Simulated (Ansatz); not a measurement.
**Na (bcc, W type), frozen-phonon scan**

Na (bcc, W type)

```xyz
2
Lattice="-4.1968 4.1968 4.1968 2.0984 -2.0984 2.0984 2.0984 2.0984 -2.0984" Properties=species:S:1:pos:R:3 pbc="T T T"
Na     0.0000     0.0000     0.0000
Na     2.0984     2.0984     2.0984
```

The atoms are displaced by Q × the pattern below (from a DFPT mode at N = (0.5, 0.0, 0.0), largest move 1; Q in Å), at fixed cell. (q is in reciprocal vectors of the primitive cell; the cell shown is doubled to hold the pattern.)

```tsv
atom	x	y	z
Na1	0.000	-0.707	-0.707
Na2	0.000	0.707	0.707
```

Computed with PBE (plane waves to 420 eV, PAW, scalar-relativistic; Ansatz, a quantum-chemistry and plane-wave program). k mesh 8×16×16 (Γ-centred), Fermi-Dirac smearing 0.05 eV. The energy includes the smearing's −TS. With partly filled bands, energies and forces of such displacements shift with the k mesh and the smearing. Na was relaxed with its symmetry unable to fall. The PAW data are Ansatz's earlier set. ΔE is measured from the undisplaced structure.

```
Q (Å)   ΔE (eV/cell)  −dE/dQ from forces (eV/Å)
------  ------------  -------------------------
-0.100        0.0140                      0.284
-0.083        0.0097                      0.235
-0.067        0.0062                      0.187
-0.050        0.0035                      0.139
-0.033        0.0015                      0.092
-0.017        0.0004                      0.046
0.000         0.0000                      0.000
0.017         0.0004                     -0.046
0.033         0.0015                     -0.092
0.050         0.0035                     -0.139
0.067         0.0062                     -0.187
0.083         0.0097                     -0.235
0.100         0.0140                     -0.284
```

What the scan shows:

The energy at Q = 0.100 Å is 14.0 meV/cell. Space group of the distorted cell: Cmme (No. 67), lowered from Im-3m. Symmetry of the curve: even: the same for both signs. Shape of the curve: a single well with its minimum at or next to zero displacement. Harmonic wavenumber from the curvature (finite differences): 128 cm⁻¹. Wavenumber by perturbation theory (DFPT, on another k mesh): 128 cm⁻¹.

(For displaced atoms, the force is minus the slope of the energy, and its curvature is a force constant, which sets phonon frequencies.)
